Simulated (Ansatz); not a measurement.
## MgB₂: strain and displacement

```
CELL_PARAMETERS angstrom
3.08500 0.00000 0.00000
-1.54250 2.67169 0.00000
0.00000 0.00000 3.52300
ATOMIC_POSITIONS crystal
Mg 0.00000 0.00000 0.00000
B 0.33333 0.66667 0.50000
B 0.66667 0.33333 0.50000
```

Atoms are numbered in the order listed.

Conventional cell: a = 3.085 Å, b = 3.085 Å, c = 3.523 Å, α = 90.00°, β = 90.00°, γ = 120.00°. Around Mg (atom 1) lie 12 B at 2.51 Å. B (atom 2) has 3 B at 1.78 Å as nearest neighbours.

The cell comes from COD entry 1000026, which wasn't checked; take it as a given geometry.

Theory: DFT, LDA, all-electron LAPW, scalar-relativistic (Ansatz 0.2.0).

The runs use a Γ-centred 15×15×12 k mesh, Fermi–Dirac smearing of 0.05 eV, basis error target 0.5 meV/atom, no spin polarisation.

The unchanged cell is at -7.61 GPa.

In a metal, stresses and small energies carry noise from the k mesh.

x, y and z are the Cartesian axes of the cell as listed; fractional coordinates follow a strain, and an engineering shear is twice the off-diagonal strain component.

One change gave: energy change under 1 meV/atom; stress change (xx, yy, zz, yz, xz, xy) 0.06, 0.03, 0.03, -0.59, -0.58, -1.78 GPa, compression positive; change of the force on B2 (-0.029, -0.001, -0.001) eV/Å. Which change was it?
A. equal xy, yz and zx engineering shear strains of -2 %
B. equal xy, yz and zx engineering shear strains of -1 %
C. equal xy, yz and zx engineering shear strains of +1 %
D. equal xy, yz and zx engineering shear strains of +2 %

C. For equal xy, yz and zx engineering shear strains of -2 %: energy change +4 meV/atom; stress change (xx, yy, zz, yz, xz, xy) 0.17, 0.07, 0.21, 1.28, 1.27, 3.67 GPa, compression positive; change of the force on B2 (0.046, -0.002, -0.004) eV/Å. For equal xy, yz and zx engineering shear strains of -1 %: energy change under 1 meV/atom; stress change (xx, yy, zz, yz, xz, xy) 0.05, 0.02, 0.05, 0.61, 0.61, 1.81 GPa, compression positive; change of the force on B2 (0.024, -0.001, -0.001) eV/Å. For equal xy, yz and zx engineering shear strains of +2 %: energy change +3 meV/atom; stress change (xx, yy, zz, yz, xz, xy) 0.22, 0.11, 0.12, -1.20, -1.20, -3.57 GPa, compression positive; change of the force on B2 (-0.061, -0.002, -0.004) eV/Å.
